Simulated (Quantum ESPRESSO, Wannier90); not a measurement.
## Li3Ga2 (R-3m): Wannier90 run

```xyz
5
Lattice="-2.1558 3.7339 0.0000 -4.3116 0.0000 0.0000 -2.1558 1.2446 4.5654" Properties=species:S:1:pos:R:3 pbc="T T T"
Li    -2.1558     1.2446    -0.9714
Li     2.1558    -1.2446     0.9714
Li     0.0000     0.0000     0.0000
Ga     2.1558    -1.2446    -1.8255
Ga    -2.1558     1.2446     1.8255
```

Cell from Materials Project (mp-9568), symmetrised, no further relaxation. COD (Crystallography Open Database) has an entry of this formula and space group (matched by these alone). Method: PBEsol plane waves in Quantum ESPRESSO 7.5 (PseudoDojo norm-conserving files, 64 Ry, no spin polarisation, no spin-orbit coupling), Bloch states on a 6×6×6 mesh through Γ, Wannier90 4.0.1. Density: 12×12×12 mesh, cold smearing 0.01 Ry.

A tight-binding model is made by disentanglement and projection with no localisation steps (num_iter = 0), so the 20 orbitals stay atom-like: hydrogen-like Li: s;p; Ga: s;p, axes along x, y, z; frozen window up to 1.50 eV relative to the Fermi level. It follows pw.x to 6.8 meV rms for states up to 1.0 eV relative to the Fermi level. Matrix elements depend on this choice of orbitals and windows.

The 30 largest hoppings ⟨m,0|H|n,R⟩ between different sites (one of each Hermitian pair; signs follow the real orbitals' lobes; the list may end inside a set of equal values):

```tsv
m	n	R	distance of the centres (Å)	t (eV)
Ga5 py	Ga4 py	1 0 1	2.59	2.646
Li3 pz	Ga4 pz	0 0 1	2.74	2.532
Ga5 pz	Li3 pz	0 0 1	2.74	2.532
Li1 py	Ga4 py	0 1 0	2.65	2.478
Ga5 py	Li2 py	0 1 0	2.65	2.478
Ga4 pz	Li2 pz	0 0 0	2.73	2.468
Ga5 pz	Li1 pz	0 0 0	2.73	2.468
Li1 pz	Li2 pz	1 1 -1	2.75	2.467
Li3 py	Li2 py	1 0 0	2.69	2.129
Li1 py	Li3 py	1 0 0	2.69	2.129
Ga5 px	Ga4 px	0 0 1	2.61	1.913
Ga5 px	Ga4 px	0 1 1	2.61	1.913
Ga5 s	Li2 py	0 1 0	2.62	-1.853
Li1 py	Ga4 s	0 1 0	2.62	1.853
Ga5 s	Ga4 py	1 0 1	2.62	1.816
Ga5 py	Ga4 s	1 0 1	2.62	-1.816
Li1 s	Li2 pz	1 1 -1	2.67	-1.812
Li1 pz	Li2 s	1 1 -1	2.67	1.812
Li1 s	Ga4 py	0 1 0	2.66	-1.781
Ga5 py	Li2 s	0 1 0	2.66	1.781
Li1 px	Ga4 px	1 0 0	2.64	1.772
Ga5 px	Li2 px	1 0 0	2.64	1.772
Ga5 px	Li2 px	1 1 0	2.64	1.772
Li1 px	Ga4 px	1 1 0	2.64	1.772
Li3 s	Ga4 pz	0 0 1	2.74	1.741
Ga5 pz	Li3 s	0 0 1	2.74	-1.741
Li1 s	Li3 py	1 0 0	2.68	1.684
Li3 py	Li2 s	1 0 0	2.68	-1.684
Li3 pz	Ga4 s	0 0 1	2.73	-1.653
Ga5 s	Li3 pz	0 0 1	2.73	1.653
```
